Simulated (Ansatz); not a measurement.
Method: DFT PBE, scalar-relativistic, plane waves, PAW in Ansatz. All cells share a 420 eV cutoff and Γ-centred k meshes spaced about 0.3 Å⁻¹ or finer (0.25 for metals, 2π included). No spin polarisation in the final relaxations.

Temperature and zero-point effects are left out. All come from trial cells, and lower structures may exist.

Question: Order these relaxed structures of Pd₄Pt by energy, lowest first, with the energy over the lowest of them.
A.

```
CELL_PARAMETERS angstrom
4.31319 0.00000 0.00000
-2.15660 3.73533 0.00000
0.00000 0.00000 5.38204
ATOMIC_POSITIONS crystal
Pd 0.33333 0.66667 0.15268
Pd 0.66667 0.33333 0.84732
Pd 0.33333 0.66667 0.64251
Pd 0.66667 0.33333 0.35749
Pt 0.00000 0.00000 0.00000
```

B.

```
CELL_PARAMETERS angstrom
2.75644 0.00000 0.00000
-1.37822 2.38715 0.00000
0.00000 0.00000 11.91472
ATOMIC_POSITIONS crystal
Pd 0.00000 0.00000 0.10886
Pd 0.00000 0.00000 0.89114
Pd 0.33333 0.66667 0.69663
Pd 0.66667 0.33333 0.30337
Pt 0.00000 0.00000 0.50000
```

C.

```
CELL_PARAMETERS angstrom
-3.24738 3.24738 1.94967
3.24738 -3.24738 1.94967
3.24738 3.24738 -1.94967
ATOMIC_POSITIONS crystal
Pd 0.00000 0.29087 0.29087
Pd 0.00000 0.70913 0.70913
Pd 0.29087 0.00000 0.29087
Pd 0.70913 0.00000 0.70913
Pt 0.50000 0.50000 0.00000
```

Answer: B (0 meV/atom), C (198 meV/atom), A (231 meV/atom). Forms: B P-3m1; C I4/mmm; A P-3m1. Counting all near atoms (those within 1.25 times the shortest distance at each site; a plus sign parts nearer from farther groups; a slash parts the counts of unlike sites): B has Pd 10/12, Pt 12; C has Pd 9, Pt 8; A has Pd 11, Pt 6+6. Even the lowest lies +0.06 eV/atom against the elements.

Spin–orbit coupling, which can matter for Pt, is left out. Cells relaxed within their symmetry can be saddle points; a later kick test found a lower structure for Pd4Pt P-3m1.

Some candidate types were left out of the draw beforehand, so a known form may be missing.
